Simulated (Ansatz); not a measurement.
Input:

Mg$_{4}$Te$_{3}$S:
Space group Pmm2 (No. 25); a = 4.4123 Å, b = 8.8922 Å, c = 6.1668 Å, α = β = γ = 90.00°

| atom | site | symmetry | x | y | z |
|---|---|---|---|---|---|
| Mg | 2g | m.. | 0.0000 | 0.2740 | 0.9814 |
| Mg | 1c | mm2 | 0.5000 | 0.0000 | 0.4844 |
| Mg | 1d | mm2 | 0.5000 | 0.5000 | 0.5474 |
| Te | 2h | m.. | 0.5000 | 0.2648 | 0.2512 |
| Te | 1a | mm2 | 0.0000 | 0.0000 | 0.7555 |
| S | 1b | mm2 | 0.0000 | 0.5000 | 0.7474 |

This is the PBEsol-relaxed structure.

All from the program Ansatz at the PBEsol level (PAW), unless another level is named. Estimate the Debye temperature from the elastic constants.

206 K.

Give the highest zone-centre frequency (without LO–TO term).

318 cm⁻¹.

The workflow started from a Materials Project entry (that database holds measured and hypothetical structures alike); the Crystallography Open Database copy checked does not list it. Whether it is the stable phase at ambient conditions was not checked. The cell was relaxed with PBEsol under the symmetry of its start; of distortions, only those at the zone centre were tested. Scalar-relativistic: spin–orbit coupling is off unless named, which matters more the heavier the elements.

Potentials: the later of the program's two PAW sets.
